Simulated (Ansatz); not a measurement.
V:
```yaml
crystal:
  lattice:
    - [-1.46297, 1.46297, 1.46297]
    - [1.46297, -1.46297, 1.46297]
    - [1.46297, 1.46297, -1.46297]
  atoms:
    - { symbol: V, position: [0.00000, 0.00000, 0.00000] }
```

Relaxed with LDA in the plane-wave PAW code Ansatz. Indices refer to the conventional cell of Im-3m, a = 2.9259 Å, b = 2.9259 Å, c = 2.9259 Å, α = 90.00°, β = 90.00°, γ = 90.00°.

### Question
Simulate the powder diffraction pattern (Cu Kα1, λ = 1.54056 Å; lines above 1 %) up to 2θ = 90°.

### Answer
Simulated powder pattern, Cu Kα1, λ = 1.54056 Å (kinematic, ideal powder, no thermal factors, no anomalous dispersion; the 30 strongest lines at most, above 1 %, up to 2θ = 90°):

| 2θ (°) | d (Å) | I/Imax (%) | hkl |
|---|---|---|---|
| 43.72 | 2.069 | 100 | (110) |
| 63.54 | 1.463 | 15 | (200) |
| 80.31 | 1.195 | 27 | (211) |

The LDA relaxation kept the symmetry of its start. The workflow began spin-polarised and lost its moments.

Potentials: the earlier of the program's two PAW sets.
